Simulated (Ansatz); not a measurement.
The cell is COD entry 9008911, as deposited and not checked against the literature; nothing was relaxed. The listed cell was then made from it by scaling, straining or moving an atom.

BiPt: DFT, LDA, all-electron PAW with datasets made for the crystal, scalar-relativistic (Ansatz 0.2.0). What sets it apart from a plain run of this crystal: volume scaled by 0.99.

Command: `ansatz run input.yaml --threads 1 --pin off --max-ram 4096MiB --backend cpu --events-out ev --progress --plain --runs-dir out` The run took 23 s on 1 thread of Arm Neoverse V2, with other jobs on the host, peak memory 0.85 GiB.

```yaml
crystal:
  lattice:
    - [4.3005686192, 0.0, 0.0]
    - [-2.1502843097, 3.7244016749, 0.0]
    - [0.0, 0.0, 5.4716386588]
  atoms:
    - { symbol: Bi, position: [0.3333333333, 0.6666666667, 0.25] }
    - { symbol: Bi, position: [0.6666666667, 0.3333333333, 0.75] }
    - { symbol: Pt, position: [0.0, 0.0, 0.0] }
    - { symbol: Pt, position: [0.0, 0.0, 0.5] }
kpoints:
  mp_grid: { grid: [9, 9, 6] }
scf:
  occupations: { method: fermi_dirac, width: 0.05 }
hamiltonian:
  xc: lda
  pseudopotentials: { kind: all_electron, datasets: crystal }
output:
  forces: true
  stress: true
  eigenvalues: true
  efg: { contact_densities: true }
```

Output (standing set-up lines are left out):

```
hamiltonian.pseudopotentials.datasets: crystal makes datasets for this crystal and solves the spheres of its atoms anew in each pass: cutoff 280.0 eV, the density's 1120.0 eV; for an error of 0.50 meV an atom under PBE, 2.0 meV for the cell; an energy difference from a run of another recipe may be off by several times the error for the cell, under r2SCAN by more, where some 0.1 meV an atom stays at smaller errors; Pt in spheres of 1.365 Å, 10 of its electrons in bands, 8 on its site; Bi in spheres of 1.376 Å, 15 of its electrons in bands; only band paths and densities of states list, in semicore columns, the levels of the semicore shells that are solved separately: 5s of Pt, 5p of Pt
Crystal: 4 atoms, lattice volume = 87.639 Å³
Space group: P63/mmc (ITA 194), of the structure as read, at distance tolerance 4.4e-5 Å
PAW one-centre angular grid: Pt, 590 points (default); XC on its mesh's 1813 points in the sphere
iter 1 solved again at ethr=4.84e-3 eV; its pass at ethr=1.00e-1 eV (dr2=2.42e0 eV) is discarded
SCF iter   1: F=—  HF=-2172151.783751 eV  |F-HF|=—  |Δ(HF+E_count)|=         —  Δρ=5.75e-2  dr2=2.63e0  ethr=4.84e-3  ⟨swp⟩=4.0  Hψ=7809  notcnv=0
preconditioner: auto → Kerker (q_TF=auto, 2.485 Å⁻¹)  [metal: Δε(μ)=0.031 eV  Ē_g=15.154 eV  σ=0.050 eV  W_gap=0.15  n_scr=22 (ndim 8)  ℏωp=28.0 eV  f_vac=0.000  D(μ)=1.96/eV (n_scr^D=8)]
SCF iter   2: F=—  HF=-2172151.310234 eV  |F-HF|=—  |Δ(HF+E_count)|=   4.74e-1  Δρ=2.91e-2  dr2=6.61e-1  ethr=4.84e-3  ⟨swp⟩=2.0  Hψ=2978  notcnv=0
SCF iter   3: F=—  HF=-2172151.037801 eV  |F-HF|=—  |Δ(HF+E_count)|=   2.72e-1  Δρ=8.59e-3  dr2=1.23e-1  ethr=1.32e-3  ⟨swp⟩=3.1  Hψ=3575  notcnv=0  defer=1
iter 4 solved again at ethr=1.56e-5 eV; its pass at ethr=2.46e-4 eV (dr2=7.80e-3 eV) is discarded
SCF iter   4: F=—  HF=-2172151.044572 eV  |F-HF|=—  |Δ(HF+E_count)|=   6.77e-3  Δρ=2.84e-3  dr2=7.40e-3  ethr=1.56e-5  ⟨swp⟩=2.1  Hψ=6693  notcnv=0  defer=2
SCF iter   5: F=—  HF=-2172151.042988 eV  |F-HF|=—  |Δ(HF+E_count)|=   1.58e-3  Δρ=9.66e-4  dr2=1.50e-3  ethr=1.48e-5  ⟨swp⟩=2.8  Hψ=2765  notcnv=0  defer=2
SCF iter   6: F=—  HF=-2172151.042741 eV  |F-HF|=—  |Δ(HF+E_count)|=   2.47e-4  Δρ=8.79e-4  dr2=6.94e-4  ethr=3.00e-6  ⟨swp⟩=3.0  Hψ=3489  notcnv=0  defer=1
SCF iter   7: F=—  HF=-2172151.042684 eV  |F-HF|=—  |Δ(HF+E_count)|=   5.69e-5  Δρ=1.24e-4  dr2=2.00e-5  ethr=1.39e-6  ⟨swp⟩=3.0  Hψ=2803  notcnv=0  defer=1
SCF iter   8: F=—  HF=-2172151.042685 eV  |F-HF|=—  |Δ(HF+E_count)|=   3.45e-7  Δρ=4.58e-5  dr2=3.66e-6  ethr=4.00e-8  ⟨swp⟩=3.0  Hψ=3084  notcnv=0  defer=1
SCF iter   9: F=—  HF=-2172151.042684 eV  |F-HF|=—  |Δ(HF+E_count)|=   8.61e-8  Δρ=2.09e-5  dr2=4.13e-7  ethr=7.32e-9  ⟨swp⟩=3.0  Hψ=2883  notcnv=0
SCF iter  10: F=-2172151.042684 eV  HF=-2172151.042684 eV  |F-HF|=1.86e-9  |Δ(HF+E_count)|=   4.28e-8  Δρ=2.15e-6  dr2=3.60e-9  ethr=8.26e-10  ⟨swp⟩=3.0  Hψ=2928  notcnv=0
SCF 1 converged in 10 iterations: F = -2172151.042694 eV  dr2 = 3.60e-9
  Residual-converged pass: ⟨swp⟩=3.2  Hψ=3672  notcnv=0  max |occ|·‖R‖ = 6.7e-6 eV (tolerance 6.7e-6 eV)  dr2=3.49e-9  dr2_onsite=2.79e-9  max |Δocc| = 8.3e-10
  greatest PAW one-centre occupation: 0.984 electrons in one spin orbital (limit 2), on the Bi atom at site 1 (counted from 0), in its partial waves of l = 2
SCF converged after 10 iterations
Free energy (F): -2172151.042694 eV
Harris-Foulkes:  -2172151.042694 eV  (|F-HF|=1.86e-9)
Internal energy: -2172151.023511 eV  (E = F + TS)
E sigma→0 (E₀):  -2172151.033103 eV
Entropy (-TS):   -0.019183 eV (-4.796 meV/atom)
Past the cutoff: the bands carry plane waves up to 1.75 times it, of which those up to 1.5 times it add -0.000395 eV an atom, each by itself; the spheres take 0.000387 eV an atom off the energy for waves past 1.75 times it
By the cutoff:   a pressure is off by up to 0.008 GPa (1.2 times the spheres' own share and the shells' term, over an atom's volume, and 0.004 GPa: a bound that held against runs at twice the plane waves)
Past the cutoffs: a stress includes 0.0019 GPa for waves and charges beyond them, in addition to the slope of what the spheres take
In the spheres:  the bands' charges fall short by 2.4e-7 e at most (sound up to 1e-3), those of shells solved beside the bands by 4.8e-7 e (sound up to 5e-4)
Fermi energy:    21.003264 eV
--- Per-component energies (eV) ---
  The terms above E_closure are by the made datasets' own strengths, without shells solved beside the bands.
--- Forces (eV/Å), atoms counted from 1 ---
  atom   1  Bi     0.00000000     0.00000000     0.00000000
  atom   2  Bi    -0.00000000    -0.00000000     0.00000000
  atom   3  Pt     0.00000000     0.00000000    -0.00000000
  atom   4  Pt     0.00000000     0.00000000    -0.00000000
  max |Σ_I F_I| component: 7.36e-30 eV/Å
--- Stress (GPa, compression-positive) ---
        1.532556      -0.000000       0.000000
        0.000000       1.532556       0.000000
        0.000000       0.000000       0.407611
  P = ⅓ Tr σ = 1.1576 GPa (11.576 kbar)
  It holds what live shells' own plane waves past their cutoff add
--- PAW observables at the nuclei: V_zz in 10²¹ V/m², potentials from the cell's mean, atoms counted from 1 ---
  atom   1  Bi V_zz =    +2.188612   η = 0.0000   by run symmetry: allowed
            electrostatic potential = -17831.421983 V   contact ρ = 17824243.040358 e/Å³
  atom   2  Bi V_zz =    +2.188612   η = 0.0000   by run symmetry: allowed
            electrostatic potential = -17831.421983 V   contact ρ = 17824243.040358 e/Å³
  atom   3  Pt V_zz =   -11.478471   η = 0.0000   by run symmetry: allowed
            electrostatic potential = -16115.435581 V   contact ρ = 12031260.778397 e/Å³
  atom   4  Pt V_zz =   -11.478471   η = 0.0000   by run symmetry: allowed
            electrostatic potential = -16115.435581 V   contact ρ = 12031260.778397 e/Å³
--- Band table (eV; the first three rows and the last of 48) ---
  k-point 0: bands = ["-1.9165", "-1.9165", "-1.8761", "-1.8761", "-1.8632", "-1.8632", "-1.8619", "-1.8358", "-1.8162", "-1.8162", "7.4794", "10.6768", "14.6586", "15.4340", "15.5404", "15.5404", "16.9965", "16.9965", "18.0040", "18.0040", "19.2837", "19.2837", "21.2817", "21.2817", "22.0998", "22.9809", "23.3057", "23.9003", "24.5963"]
  k-point 1: bands = ["-1.9133", "-1.9133", "-1.8783", "-1.8783", "-1.8606", "-1.8606", "-1.8599", "-1.8373", "-1.8199", "-1.8199", "7.6153", "10.2674", "15.1939", "15.6626", "15.6626", "15.6640", "17.0960", "17.0960", "17.7807", "17.7807", "18.9326", "18.9326", "21.1709", "21.7609", "21.7609", "21.8984", "24.0648", "24.4911", "24.4911"]
  k-point 2: bands = ["-1.9049", "-1.9049", "-1.8847", "-1.8847", "-1.8546", "-1.8531", "-1.8531", "-1.8415", "-1.8297", "-1.8297", "8.0139", "9.4499", "16.0176", "16.0176", "16.2918", "16.2978", "17.2170", "17.2170", "17.3820", "17.3820", "18.3537", "18.3537", "19.8311", "20.4065", "22.6565", "22.6565", "24.1444", "24.1444", "25.2039"]
  k-point 47: bands = ["-1.8866", "-1.8866", "-1.8730", "-1.8730", "-1.8601", "-1.8601", "-1.8576", "-1.8576", "-1.8177", "-1.8177", "9.6362", "9.6362", "15.5627", "15.5627", "15.6449", "15.6449", "16.9832", "16.9832", "17.6691", "17.6691", "17.9224", "17.9224", "18.8950", "18.8950", "19.4692", "19.4692", "25.6714", "25.6714", "26.7848"]
```
